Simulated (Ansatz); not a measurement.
MgTl2PtC6N6: from a guess to a relaxed structure

Method: Ansatz 0.2.0, DFT PBE, scalar-relativistic, plane waves, PAW. Cutoff 420 eV, Gaussian smearing, Γ-centred meshes. Cell and atoms relax first on a coarse mesh and then on a converged one. In between, the cell is made exact in the group found at 0.06 Å. The steps can't lower the symmetry of their start. Collinear spin is switched on along the way, since trial moments persisted in a coarse test.

Recipe of this trial structure of MgTl2PtC6N6: cyanide-bridged rock-salt net of two metals, 2 guest cations a cell (Fm-3m, No. 225). Lengths were set from tabulated atomic sizes, so they are only a guess.

```yaml
crystal:
  lattice:
    - [0.00000, 5.15750, 5.15750]
    - [5.15750, 0.00000, 5.15750]
    - [5.15750, 5.15750, 0.00000]
  atoms:
    - { symbol: Mg, position: [0.00000, 0.00000, 0.00000] }
    - { symbol: Tl, position: [0.25000, 0.25000, 0.25000] }
    - { symbol: Tl, position: [0.75000, 0.75000, 0.75000] }
    - { symbol: Pt, position: [0.50000, 0.50000, 0.50000] }
    - { symbol: C, position: [0.80805, 0.19195, 0.19195] }
    - { symbol: C, position: [0.19195, 0.80805, 0.19195] }
    - { symbol: C, position: [0.19195, 0.19195, 0.80805] }
    - { symbol: C, position: [0.19195, 0.80805, 0.80805] }
    - { symbol: C, position: [0.80805, 0.19195, 0.80805] }
    - { symbol: C, position: [0.80805, 0.80805, 0.19195] }
    - { symbol: N, position: [0.69462, 0.30538, 0.30538] }
    - { symbol: N, position: [0.30538, 0.69462, 0.30538] }
    - { symbol: N, position: [0.30538, 0.30538, 0.69462] }
    - { symbol: N, position: [0.30538, 0.69462, 0.69462] }
    - { symbol: N, position: [0.69462, 0.30538, 0.69462] }
    - { symbol: N, position: [0.69462, 0.69462, 0.30538] }
```

The zero of energy is the elements' standard structures at the same level (N₂ as a molecule); no fitted shifts are applied.

Question: Describe the relaxed structure.

Answer: The symmetry stays Fm-3m (No. 225). The volume per atom grows by 31.0 %, from 17.1 to 22.5 Å³. The shortest distance stays 1.17 Å (C–N). The energy falls by about 0.22 eV/atom (the start's value is from the coarse mesh). Conventional cell: a = 11.287 Å. Mg has 6 C at 2.27 Å; Tl is surrounded by 12 C at 4.03 Å and 12 N at 4.04 Å (long against covalent radii, as for large ions); around Pt lie 6 N at 2.20 Å; C has 1 N at 1.17 Å, 1 Mg at 2.27 Å, 4 C at 3.21 Å, 1 Pt at 3.37 Å, 4 Tl at 4.03 Å, 4 N at 4.03 Å and 4 N at 4.12 Å; around N lie 1 C at 1.17 Å, 1 Pt at 2.20 Å, 4 N at 3.11 Å, 1 Mg at 3.44 Å, 4 C at 4.03 Å, 4 Tl at 4.04 Å and 4 C at 4.12 Å.

```cif
data_structure
_symmetry_space_group_name_H-M 'Fm-3m'
_symmetry_Int_Tables_number 225
_cell_length_a 11.2869
_cell_length_b 11.2869
_cell_length_c 11.2869
_cell_angle_alpha 90.000
_cell_angle_beta 90.000
_cell_angle_gamma 90.000
_cell_volume 1437.87
loop_
_atom_site_label
_atom_site_type_symbol
_atom_site_symmetry_multiplicity
_atom_site_Wyckoff_symbol
_atom_site_fract_x
_atom_site_fract_y
_atom_site_fract_z
_atom_site_occupancy
Mg1 Mg 4 a 0.00000 0.00000 0.00000 1
Tl1 Tl 8 c 0.25000 0.75000 0.75000 1
Pt1 Pt 4 b 0.50000 0.00000 0.00000 1
C1 C 24 e 0.20108 0.00000 0.00000 1
N1 N 24 e 0.30494 0.00000 0.00000 1
```

Question: How does it come out in energy, and is it a metal?

Answer:

| Quantity | Value |
| --- | --- |
| Formation energy | +0.492 eV/atom |
| Gap on the 6×6×6 mesh of the 16-atom cell | 0.53 eV |
| Net moment per atom | 0.13 μB |
| Moment by site | Pt 1.2 μB |

The separate elements lie lower, so it is unstable against them.

The last run used collinear spin and Gaussian smearing of 0.02 eV. Spin–orbit coupling, which can matter for Pt and Tl, is left out. Kohn–Sham gaps at this level usually fall short of measured ones. The missing spin–orbit coupling can work the other way here. The reference form of C is held partly by dispersion forces, which this level lacks. Another magnetic order may lie lower. A structure relaxed within its symmetry needn't be a true minimum. Another cell of MgTl2PtC6N6 relaxed alike, in Fm-3m, lies 207 meV/atom lower, so this cell isn't the stable form at this level. Site moments count only spheres around the atoms; the net moment includes the space between them.
